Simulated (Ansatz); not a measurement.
Relax this structure to zero stress and force, keeping its symmetry:

```
Ti Si
1.0
     0.00000    4.13518    4.27960
     2.40387    0.00000    4.27960
     2.40387    4.13518    0.00000
Ti Si
2 4
Direct
  0.75000 0.75000 0.75000
  0.50000 0.50000 0.50000
  0.08682 0.41318 0.08682
  0.41318 0.08682 0.41318
  0.16318 0.83682 0.16318
  0.83682 0.16318 0.83682
```

Method: DFT PBEsol, scalar-relativistic, plane waves, PAW in Ansatz.

Plane waves to 420 eV, a k mesh through Γ of 10×10×10 on the computed 6-atom cell and Gaussian smearing (0.10 eV); no spin polarisation.

Task: What does it relax to?

Result: The volume goes down by 0.39 Å³/atom to 13.79 Å³/atom, and the energy falls by 4.9 meV/atom. Final structure:
```cif
data_structure
_symmetry_space_group_name_H-M 'Fddd:1'
_symmetry_Int_Tables_number 70
_cell_length_a 4.7618
_cell_length_b 8.1818
_cell_length_c 8.4963
_cell_angle_alpha 90.000
_cell_angle_beta 90.000
_cell_angle_gamma 90.000
_cell_volume 331.02
loop_
_atom_site_label
_atom_site_type_symbol
_atom_site_symmetry_multiplicity
_atom_site_Wyckoff_symbol
_atom_site_fract_x
_atom_site_fract_y
_atom_site_fract_z
_atom_site_occupancy
Ti1 Ti 8 b 0.75000 0.25000 0.25000 1
Si1 Si 16 f 0.75000 0.58622 0.25000 1
```

Cost: 1 run of about 2.6 core-minutes, on Arm Neoverse V1 (shared hosts).